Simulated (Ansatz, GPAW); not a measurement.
InSb3 and the functional, program beside program

```xyz
4
Lattice="4.8064 0.0000 0.0000 0.0000 4.8064 0.0000 0.0000 0.0000 4.8064" Properties=species:S:1:pos:R:3 pbc="T T T"
Sb    2.4032    2.4032    0.0000
Sb    0.0000    2.4032    2.4032
Sb    2.4032    0.0000    2.4032
In    0.0000    0.0000    0.0000
```

The cell comes from a database or a generator and needn't be the stable form of this composition.

Kept alike: task band structure; k mesh 6 × 6 × 6; occupations fermi-dirac, width 0.05 eV; no spin polarisation. The mesh is that of the run's cell of 4 atoms. No spin-orbit coupling.

- A: GPAW; the program's PAW data sets (release 1.2.1) made for this functional (LDA); GPAW PAW data sets (gpaw-data 1.2.1) (PBE); PAW data sets generated for this functional (PBEsol), cutoff 600 eV
- B: Ansatz, all-electron LAPW, scalar-relativistic

| functional | A: pressure (GPa) | B: pressure (GPa) |
| --- | --- | --- |
| LDA | -4.11 | -3.82 |
| PBE | -0.11 | 0.19 |
| PBEsol | -2.96 | -2.67 |

Pressure is positive in compression; plane-wave values hold the error of the finite cutoff. For a metal such a mesh leaves the last digits unconverged.

Problem. How large is the effect of the functional, and do the programs agree on it?

Solution. From LDA to PBE the pressure moves by +4.00 in A, +4.01 in B (GPa). Row by row the programs differ by 0.29 to 0.30, and over this span the shifts, as printed, agree within 1 %. Shifts from LDA: PBE +4.00, +4.01; PBEsol +1.15, +1.15; the programs' shifts differ by up to 0.01.
